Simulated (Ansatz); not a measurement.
HfPt3:
```xyz
16
Lattice="5.6379 0.0000 0.0000 -2.8189 4.8826 0.0000 0.0000 0.0000 9.2036" Properties=species:S:1:pos:R:3 pbc="T T T"
Hf     0.0000     0.0000     0.0000
Hf     0.0000     0.0000     4.6018
Hf     0.0000     3.2550     2.3009
Hf     2.8189     1.6275     6.9027
Pt     2.8189     0.0000     0.0000
Pt     1.4095     2.4413     4.6018
Pt    -1.4095     2.4413     0.0000
Pt     2.8189     0.0000     4.6018
Pt     1.4095     2.4413     0.0000
Pt    -1.4095     2.4413     4.6018
Pt     2.8189     3.2251     2.3009
Pt     0.0000     1.6575     6.9027
Pt    -1.3835     4.0538     6.9027
Pt     4.2025     0.8287     2.3009
Pt     1.4354     0.8287     2.3009
Pt     1.3835     4.0538     6.9027
```

Relaxed with PBEsol. Special points in fractions of this cell's reciprocal vectors: Γ (0.000, 0.000, 0.000); M (0.500, 0.000, 0.000); K (0.333, 0.333, 0.000); A (0.000, 0.000, 0.500); L (0.500, 0.000, 0.500); H (0.333, 0.333, 0.500).

**Question.** List the band energies nearest the Fermi level at these points for PBEsol (plane waves, PAW; program Ansatz).

**Answer.** In eV from the Fermi level; about four levels below and three above (degenerate sets whole), none deeper than 8.9 eV; points with the same levels are listed once.

| k | below | above |
|---|---|---|
| Γ | -0.26 -0.26 -0.16 -0.12 | 0.22 0.22 0.42 |
| M | -1.20 -1.09 -0.47 -0.33 | 0.21 0.88 1.04 |
| K | -1.16 -1.16 -0.78 -0.17 | 0.74 1.32 1.32 1.32 |
| A | -0.19 -0.19 -0.13 -0.13 | 1.13 1.13 1.13 1.13 |
| L | -1.08 -1.08 -0.19 -0.19 | 0.49 0.49 1.16 1.16 |
| H | -1.23 -1.23 -0.66 -0.66 | 0.71 0.71 1.06 1.06 |

Space group P6_3/mmc. The workflow started from a Materials Project entry (that database holds measured and hypothetical structures alike); the Crystallography Open Database files this formula in space group No. 194, but the cells were not matched. Whether it is the stable phase at ambient conditions was not checked. The cell was relaxed with PBEsol under the symmetry of its start; its stability against distortions is not shown here. No spin polarisation was allowed. Spin–orbit coupling is left out wherever it is not named.

Potentials: the later of the program's two PAW sets.
